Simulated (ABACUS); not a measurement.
Input and output of a self-consistent single point for Zn₂SeS (P-4m2, 4 atoms in the cell; from Materials Project mp-1215430, changed as shown) (ABACUS).

Level of theory: PBEsol, PseudoDojo 0.4 standard norm-conserving PBEsol (tails mended) pseudopotentials (plane waves; ABACUS).

The change in words: volume scaled by 0.94. Reference geometry (P-4m2):
```
CELL_PARAMETERS angstrom
      3.90929     0.00000     0.00000
      0.00000     3.90929     0.00000
      0.00000     0.00000     5.52212
ATOMIC_POSITIONS crystal
  Zn 0.50000 0.00000 0.76306
  Zn 0.00000 0.50000 0.23694
  Se 0.00000 0.00000 0.50000
  S  0.50000 0.50000 0.00000
```

Reference input (self-consistent single point, DFT, PBEsol, plane waves, PseudoDojo 0.4 standard norm-conserving PBEsol (tails mended) pseudopotentials): KPT = Gamma 5 5 3 0 0 0; basis_type = pw; dft_functional = PBESOL; ecutwfc = 86 Ry; smearing_method = gaussian; smearing_sigma = 0.00367493 Ry; potentials = PseudoDojo 0.4 standard norm-conserving PBEsol (tails mended); symmetry = 1; ks_solver = dav_subspace; scf_nmax = 100; scf_thr = 1.0e-09 Ry; mixing_type = broyden. This run's input differs from it in these lines:

```diff
@@ -28,5 +28,5 @@
 LATTICE_VECTORS
-   3.9092900000    0.0000000000    0.0000000000
-   0.0000000000    3.9092900000    0.0000000000
-   0.0000000000    0.0000000000    5.5221200000
+   3.8294860000    0.0000000000    0.0000000000
+   0.0000000000    3.8294860000    0.0000000000
+   0.0000000000    0.0000000000    5.4093910000
 
@@ -38,4 +38,4 @@
 2
-   1.9546450000    0.0000000000    4.2137088872 1 1 1
-   0.0000000000    1.9546450000    1.3084111128 1 1 1
+   1.9147430000    0.0000000000    4.1276898965 1 1 1
+   0.0000000000    1.9147430000    1.2817011035 1 1 1
 
@@ -44,3 +44,3 @@
 1
-   0.0000000000    0.0000000000    2.7610600000 1 1 1
+   0.0000000000    0.0000000000    2.7046955000 1 1 1
 
@@ -49,3 +49,3 @@
 1
-   1.9546450000    1.9546450000    0.0000000000 1 1 1
+   1.9147430000    1.9147430000    0.0000000000 1 1 1
 # file: KPT
```

Output, abridged:

```
 SELF-CONSISTENT
 -------------------------------------------
                                 init_chg = atomic

 PW ALGORITHM --------------- ION=   1  ELEC=   1--------------------------------

 Notice: Threshold on eigenvalues was too large.

 Density error is 0.157856766855
                          Error Threshold = 0.000249959513158
 E_KohnSham     -1100.0817030407     -14967.3794268974
 E_Fermi        0.6978531661         9.4947794264

 PW ALGORITHM --------------- ION=   1  ELEC=   2--------------------------------

 Density error is 0.0385488133173
                          Error Threshold = 0.000254607688476
   [... lines left out ...]

 Density error is 1.35955254873e-09
                          Error Threshold = 3.53210334719e-11
 E_KohnSham     -1100.1318751411     -14968.0620533437
 E_Fermi        0.6921720936         9.4174844697

 PW ALGORITHM --------------- ION=   1  ELEC=   9--------------------------------

 Density error is 3.00384183504e-11
                          Error Threshold = 2.1928266915e-12
 E_KohnSham     -1100.1318751414     -14968.0620533480
 E_KS(sigma->0) -1100.1318751414     -14968.0620533480
 E_entropy(-TS) -0.0000000000        -0.0000000000
 E_Fermi        0.6921751299         9.4175257810
 charge density convergence is achieved
 final etot is -14968.062053 eV
 EFERMI = 9.417525781 eV

 STATE ENERGY(eV) AND OCCUPATIONS    NSPIN == 1
   [... 38 lines left out ...]

 TOTAL-FORCE (eV/Angstrom)
                       Zn1         0.0000000000         0.0000000000         0.0420456210
                       Zn2         0.0000000000         0.0000000000        -0.0420456210
                       Se1         0.0000000000         0.0000000000         0.0000000000
                        S1         0.0000000000         0.0000000000         0.0000000000

 TOTAL-STRESS (KBAR)
        35.2160236581         0.0000000000         0.0000000000
         0.0000000000        35.2160236581         0.0000000000
        -0.0000000000        -0.0000000000        34.2506367076
 TOTAL-PRESSURE: 34.894228 KBAR

 --------------------------------------------
 !FINAL_ETOT_IS -14968.0620533479504957 eV
 --------------------------------------------
```

The run converged in 9 iterations. Against the reference run the free energy rises by 7.9 meV/atom, the pressure goes from -1.22 to 3.49 GPa and the largest force goes from 0.006 to 0.042 eV/Å.

The structure comes from a collection of computed structures, made at another level of theory; the collection holds predicted forms beside known ones.

Cost on one core: around 26 core-seconds (rough).

“Tails mended”: in these copies of the files the far tail of each local potential was reset to the Coulomb form.
